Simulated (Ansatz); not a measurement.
RuW:
```cif
data_RuW
_chemical_formula_sum 'Ru1 W1'
_space_group_name_H-M_alt 'P 1'
_space_group_IT_number 1
_cell_length_a 3.58862
_cell_length_b 3.58862
_cell_length_c 3.58862
_cell_angle_alpha 60.000
_cell_angle_beta 60.000
_cell_angle_gamma 60.000
loop_
_space_group_symop_operation_xyz
  'x, y, z'
loop_
_atom_site_label
_atom_site_type_symbol
_atom_site_fract_x
_atom_site_fract_y
_atom_site_fract_z
_atom_site_occupancy
Ru1 Ru 0.00000 0.00000 0.00000 1
W1 W 0.50000 0.50000 0.50000 1
```

Relaxed with PBEsol.

Problem. Decompose the optical modes at the zone centre into irreducible representations, and say which are infrared and Raman allowed.

Solution. Point group m-3m: Γ_opt = T1u. Infrared: T1u. Raman: none.

Problem. Assign frequencies (DFPT, DFT-PBEsol in the program Ansatz with PAW potentials).

Solution. T1u 92 cm⁻¹.

Space group Fm-3m (rock salt). The start of the workflow was typed in or built on a structure type; neither database checked (COD, Materials Project) lists it. Its standing as an ambient phase is unchecked. Symmetry was held in the PBEsol relaxation. At this level the phase is mechanically unstable. No spin polarisation was allowed. Its formation energy is positive at this level, so the cell may be metastable or incomplete. As this level gives no gap, phonon frequencies hold no LO–TO term and depend on the k-mesh and smearing (Fermi–Dirac, 0.1 eV here). Spin–orbit coupling is left out wherever it is not named.

Potentials: the earlier of the program's two PAW sets. The files were generated under PBE; for other functionals the program regenerates the frozen cores, and for LDA and PBEsol the local potential too.
